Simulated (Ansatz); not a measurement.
This Gd₃Ru structure is the end of a relaxation. The cell was found from a structure generator's guess, not taken from experiment.

All numbers below come from DFT PBE, scalar-relativistic, plane waves, PAW (Ansatz 0.2.0). Cutoff 420 eV, Γ-centred mesh, Gaussian smearing, collinear spin.

```yaml
crystal:
  lattice:
    - [6.15063, 0.00000, 0.00000]
    - [-3.07531, 5.32660, 0.00000]
    - [0.00000, 0.00000, 3.03820]
  atoms:
    - { symbol: Gd, position: [0.50000, 0.00000, 0.00000] }
    - { symbol: Gd, position: [0.00000, 0.50000, 0.00000] }
    - { symbol: Gd, position: [0.50000, 0.50000, 0.00000] }
    - { symbol: Ru, position: [0.00000, 0.00000, 0.50000] }
```

Formation energies are uncorrected and refer to the elements' standard structures at the same level.

Q: Find its symmetry and describe it.

A: P6/mmm (No. 191). Conventional cell: a = 6.151 Å, c = 3.038 Å. Around Gd lie 6 Gd at 3.04–3.08 Å and 4 Ru at 3.43 Å; Ru is surrounded by 2 Ru at 3.04 Å and 12 Gd at 3.43 Å.

Q: How far does it lie from the elements in energy?

A: +0.51 eV/atom. It can't be a ground state, since the elements alone are lower.

Q: Is it a metal?

A: Yes, bands cross the Fermi level on the 12×12×16 mesh.

Q: Which magnetic moments does it keep?

A: 5.42 μB per atom net, the space between the atoms included; by site: Gd 7.2 (×3); Ru -0.8 μB.

The last run used collinear spin, a 12×12×16 mesh (in the run's order of axes) for its 4-atom cell and Gaussian smearing of 0.10 eV. The 4f shell of Gd is treated without a Hubbard U, which places its levels poorly. Another magnetic order may lie lower. Symmetry constrained the relaxation, so the result can be a saddle point.
